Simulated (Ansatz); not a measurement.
## Property card for Si$_{2}$Mo

Si2Mo:
```
CELL_PARAMETERS angstrom
      4.58494     0.00000     0.00000
     -2.29247     3.97067     0.00000
      0.00000     0.00000     6.57694
ATOMIC_POSITIONS crystal
  Si 0.16386 0.83614 0.83333
  Si 0.32771 0.16386 0.16667
  Si 0.16386 0.32771 0.50000
  Si 0.83614 0.16386 0.83333
  Si 0.67229 0.83614 0.16667
  Si 0.83614 0.67229 0.50000
  Mo 0.50000 0.00000 0.50000
  Mo 0.50000 0.50000 0.83333
  Mo 0.00000 0.50000 0.16667
```

Space group P6_222 (No. 180); conventional cell a = b = 4.5849 Å, c = 6.5769 Å, α = β = 90.00°, γ = 120.00°.

Method: r²SCAN in the plane-wave PAW code Ansatz. Geometry: relaxed at this level of theory. Other levels are named where they apply.

Cell and energy:

| Property | Value |
|---|---|
| Volume per atom | 13.30 Å³ |
| Density | 6.33 g/cm³ |
| Formation energy from the elements (no fitted shifts) | -0.44 eV/atom |

Electronic structure:

| Property | Result |
|---|---|
| Band gap | 0.16 eV (indirect) |
| Valence-band maximum | at L |
| Conduction-band minimum | at M (3 equivalent valleys) |
| Smallest direct gap on the standard path | 0.69 eV |
| Electron effective mass | 0.33, 0.45, 0.45 mₑ (principal values) |
| Weight of the conduction-edge state by species (Voronoi cells) | Mo 58 %, Si 42 % |
| Hole effective mass | 0.44, 0.46, 0.55 mₑ (principal values) |
| Hole effective mass with spin–orbit coupling | 0.44, 0.45, 0.56 mₑ (principal values) |
| Weight of the valence-edge state by species (Voronoi cells) | Mo 71 %, Si 29 % |
| HSE06 gap on the r²SCAN cell | 0.54 eV |
| Gap with spin–orbit coupling | 0.15 eV |

Mechanics:

| Property | Value |
|---|---|
| Bulk modulus (Birch–Murnaghan fit) | 221 GPa |
| Pressure derivative B′ | 4.5 |
| Elastic constants (relaxed ions, GPa) | C11 = 441, C12 = 75.6, C13 = 130, C33 = 448, C44 = 157 |
| Mechanical stability | stable (all eigenvalues of C positive) |
| Hill bulk and shear moduli | 222 and 165 GPa |
| Young's modulus | 396 GPa |
| Poisson's ratio | 0.20 |
| Debye temperature from the elastic constants | 708 K |

Dielectric response:

| Property | Value |
|---|---|
| Electronic dielectric constant ε∞ (DFPT) | 26.5 (xx = yy), 23.7 (zz) |
| Static dielectric constant ε0 (ions relaxed, cell fixed) | 54.9 (xx = yy), 46.8 (zz) |
| Born charges (a third of the trace) | Si +3.98, Mo -7.96 e |

Phonons:

| Property | Value |
|---|---|
| Highest zone-centre frequency (without LO–TO term) | 419 cm⁻¹ |
| Zone-centre stability | no imaginary mode at Γ |
| Dynamical stability on the path | stable (no imaginary branch) |
| Zero-point energy | 54.4 meV/atom |
| Vibrational entropy at 300 K | 19.8 J/(K·mol of atoms) |

Charges:

| Property | Result |
|---|---|
| Bader charges | Si -0.09, Mo +0.19 e |

The first step of the workflow began from a Materials Project structure, measured or hypothetical; the Crystallography Open Database copy checked does not list it. It is not the phase usual at ambient conditions (space group No. 139). The r²SCAN relaxation kept the symmetry of its start. No spin polarisation was allowed. The references are the lowest solids computed at this level, not always the standard phases. Scalar-relativistic: spin–orbit coupling is off unless named, which matters more the heavier the elements.

Potentials: the earlier of the program's two PAW sets.
